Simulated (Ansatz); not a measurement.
AgW:
Space group Pmma (No. 51); a = 4.6419 Å, b = 2.7337 Å, c = 5.2497 Å, α = 90.00°, β = 90.00°, γ = 90.00°

| atom | site | symmetry | x | y | z |
|---|---|---|---|---|---|
| W | 2e | mm2 | 0.7500 | 0.0000 | 0.1308 |
| Ag | 2f | mm2 | 0.2500 | 0.5000 | 0.3626 |

Relaxed at zero pressure with DFT-PBE in the program Ansatz with PAW potentials.

The volume is lowered by 3 % and shape and atoms relax at that volume. What pressure results, and how do the axes share the change?

5.9 GPa; a -0.8 %, b -0.8 %, c -1.4 %; the energy rises by 9 meV/atom.

Give the new structure.


Space group Pmma (No. 51); a = 4.603 Å, b = 2.712 Å, c = 5.176 Å, α = 90.00°, β = 90.00°, γ = 90.00°

```json
[
 {"atom": "W", "site": "2e", "symmetry": "mm2", "x": "0.7500", "y": "0.0000", "z": "0.1333"},
 {"atom": "Ag", "site": "2f", "symmetry": "mm2", "x": "0.2500", "y": "0.5000", "z": "0.3620"}
]
```

The phase is kept; no other phase was compared at this pressure.

The start of the workflow was typed in or built on a structure type; neither database checked (COD, Materials Project) lists it. Whether it is the stable phase at ambient conditions was not checked. The cell was relaxed with PBE under the symmetry of its start; whether a distortion lowers the energy is not shown. No spin polarisation was allowed. Its formation energy is positive at this level, so the cell may be metastable or incomplete. Axis ratios of metals converge slowly with the k-mesh, so a and c are less sure than the volume. Spin–orbit coupling is left out wherever it is not named.

Potentials: the earlier of the program's two PAW sets.
